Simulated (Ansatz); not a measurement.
Input:

CdHgSe2:
```xyz
4
Lattice="4.3608 0.0000 0.0000 0.0000 4.3608 0.0000 0.0000 0.0000 6.1406" Properties=species:S:1:pos:R:3 pbc="T T T"
Cd     2.1804     2.1804     3.0703
Hg     0.0000     0.0000     0.0000
Se     0.0000     2.1804     1.5538
Se     2.1804     0.0000     4.5868
```

This is the r²SCAN-relaxed structure. Cartesian axes are those of the cell as given.

Q: All from r²SCAN (plane waves, PAW; program Ansatz), unless another level is named. Predict the gap with spin–orbit coupling.

A: 0.05 eV.

Q: Give the hole effective mass, band 1 of 2 at the edge.

A: 2.6 along x, 0.65 along z (mₑ).

Q: Predict the weight of the conduction-edge state by species (Voronoi cells).

A: Hg 36 %, Se 34 %, Cd 30 %.

Space group P-4m2. The first step of the workflow began from a Materials Project structure, measured or hypothetical; the Crystallography Open Database copy checked does not list it. With Cd and Hg taken as one species the cell has the higher symmetry F-43m, so it may be an ordered model of a mixed-site phase. Whether it is the stable phase at ambient conditions was not checked. Symmetry was held in the r²SCAN relaxation; its stability against distortions is not shown here. Scalar-relativistic: spin–orbit coupling is off unless named, which matters more the heavier the elements.

Potentials: the later of the program's two PAW sets.
